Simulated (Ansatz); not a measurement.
## CuI2: computed DOS

```
Cu I
1.0
     0.00000    3.58600    3.58600
     3.58600    0.00000    3.58600
     3.58600    3.58600    0.00000
Cu I
1 2
Direct
  0.00000 0.00000 0.00000
  0.25000 0.25000 0.25000
  0.75000 0.75000 0.75000
```

The structure comes from a relaxation in the same program, started in the fluorite type, and has space group Fm-3m. Whether it is a known phase or the ground state wasn't checked.

Spin–orbit coupling is left out, though it moves levels of the heavy atoms by tenths of an eV or more.

Theory: DFT, PBE, all-electron LAPW, scalar-relativistic (Ansatz 0.2.0).

Sampling and basis: a Γ-centred 12×12×12 k mesh, Fermi–Dirac smearing of 0.03 eV, basis error target 1 meV/atom, no spin polarisation.

Q: Where is the centre of the filled Cu 3d states between -14 eV and the top of the filled states?

A: -1.61 eV from the Fermi level.

Q: Tabulate the density of states.

A: States per eV and cell, averaged over 0.4 eV, from -5.4 to 5.6 eV, with energies (bin centres) from the Fermi level; empty bins are left out. The partial columns, the largest 4 alone, are projections on Löwdin-orthogonalised atomic shells (those that the program's projection atoms carry: the occupied ones and, for some elements, an empty d or f shell; other empty shells have no column), summed over atoms of an element. Weights on diffuse s and p shells depend on that basis and aren't pure angular character.
```csv
E (eV),total,I 5p,Cu 3d,Cu 4s,I 5s
-5.3,0.44,0.34,0.01,0.10,0.00
-4.9,1.34,1.01,0.01,0.29,0.02
-4.5,1.45,1.16,0.02,0.22,0.03
-4.1,3.32,2.94,0.13,0.18,0.04
-3.7,3.93,3.35,0.37,0.13,0.05
-3.3,3.29,2.64,0.49,0.09,0.04
-2.9,1.36,1.06,0.25,0.02,0.01
-2.5,3.46,2.45,0.86,0.06,0.05
-2.1,5.47,2.39,2.95,0.05,0.03
-1.7,11.45,1.27,10.04,0.05,0.04
-1.3,6.59,1.12,5.34,0.03,0.06
-0.9,3.42,1.37,1.97,0.02,0.03
-0.5,4.50,2.80,1.64,0.01,0.01
-0.1,3.57,2.92,0.61,0.01,0.00
0.3,1.41,1.22,0.18,0.00,0.00
1.1,0.01,0.00,0.00,0.01,0.00
1.5,0.67,0.14,0.01,0.39,0.02
1.9,1.57,0.38,0.01,0.91,0.04
2.3,2.04,0.55,0.01,1.22,0.02
2.7,0.69,0.21,0.00,0.41,0.01
3.1,0.02,0.01,0.00,0.01,0.00
3.5,0.19,0.00,0.00,0.00,0.00
3.9,0.58,0.01,0.00,0.02,0.00
4.3,0.83,0.02,0.00,0.04,0.00
4.7,1.18,0.03,0.00,0.05,0.00
5.1,2.46,0.05,0.00,0.08,0.00
5.5,2.02,0.04,0.00,0.05,0.00
```
